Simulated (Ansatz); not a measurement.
Method: Ansatz, DFT PBE, scalar-relativistic, plane waves, PAW. Settings: cutoff 420 eV, Γ-centred meshes spaced at most about 0.3 Å⁻¹, and about 0.25 Å⁻¹ or finer for metals (2π included), Gaussian smearing. No spin polarisation in the final relaxations.

These are static total energies at zero pressure. All come from trial cells, and lower structures may exist.

Problem. Order these relaxed structures of Sc2Ta3O by energy, lowest first, with the energy over the lowest of them.
A.

```
CELL_PARAMETERS angstrom
2.98234 0.00000 0.00000
0.00000 2.98234 0.00000
0.00000 0.00000 12.36756
ATOMIC_POSITIONS crystal
Sc 0.50000 0.00000 0.76667
Sc 0.00000 0.50000 0.23333
Ta 0.50000 0.00000 0.40931
Ta 0.00000 0.50000 0.59069
Ta 0.00000 0.00000 0.00000
O 0.50000 0.50000 0.00000
```

B.

```
CELL_PARAMETERS angstrom
2.98220 1.72177 3.30824
-2.98220 1.72177 3.30824
0.00000 -3.44355 3.30824
ATOMIC_POSITIONS crystal
Sc 0.11820 0.11820 0.11820
Sc 0.88180 0.88180 0.88180
Ta 0.00000 0.50000 0.50000
Ta 0.50000 0.50000 0.00000
Ta 0.50000 0.00000 0.50000
O 0.50000 0.50000 0.50000
```

C.

```
CELL_PARAMETERS angstrom
-2.44791 2.44791 4.70911
2.44791 -2.44791 4.70911
2.44791 2.44791 -4.70911
ATOMIC_POSITIONS crystal
Sc 0.50000 0.00000 0.50000
Sc 0.00000 0.50000 0.50000
Ta 0.27856 0.27856 0.00000
Ta 0.72144 0.72144 0.00000
Ta 0.00000 0.00000 0.00000
O 0.50000 0.50000 0.00000
```

Solution. A (0 meV/atom), B (290 meV/atom), C (552 meV/atom). Forms: A P-4m2; B R-3m; C I4/mmm. Counting Sc or Ta atoms around O (for each partner element, those within 1.25 times its shortest distance or 1.15 times the sum of covalent radii, where it is the nearest in units of that sum or under 1.3; a plus sign parts groups by distance over the sum of covalent radii): A has O 4; B has O 6; C has O 2+4.

Spin–orbit coupling, which can matter for Ta, is left out. Cells relaxed within their symmetry can be saddle points. Some structure types and database cells were kept out of the candidates from the start, so a known form may be missing.
